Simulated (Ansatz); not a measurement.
Al (Fm-3m) under several functionals

**Experimental background.**

“The interpretation of polycrystalline coherent inelastic neutron scattering from aluminium”, 2013, pmc:3831299 quotes, for a bulk crystal of Al: lattice constant a 4.0495 Å.

Plane-wave DFT in Ansatz with scalar-relativistic PAW potentials. The same structure was relaxed (cell and atoms, symmetry kept) in separate runs at each level. No spin polarisation.

```tsv
level	cutoff (eV)	k mesh	V (Å³/atom)	a (Å)
r2SCAN	500	18×18×18	15.912	3.993
PBEsol	420	18×18×18	16.185	4.015
PBE	420	18×18×18	16.505	4.042
```

Question: Where does LDA (420 eV, k mesh 18×18×18) fall?

Answer: V (Å³/atom) 15.804, a (Å) 3.984. Its volume is the smallest of the set. The usual order of volumes, LDA < PBEsol < PBE, holds here (15.804, 16.185, 16.505 Å³/atom). As a rule LDA overbinds; PBEsol, built on the gradient expansion of slowly varying densities, lies between LDA and PBE; PBE's stronger gradient term for exchange weakens bonds. r2SCAN lies 3.6 % under PBE in volume.

For PBE: Measured lattice constant a of Al: 4.0495 Å (quoted in “The interpretation of polycrystalline coherent inelastic neutron scattering from aluminium”, 2013, pmc:3831299). This calculation gives 4.042 Å (-0.2 %). The calculations are for 0 K without zero-point motion.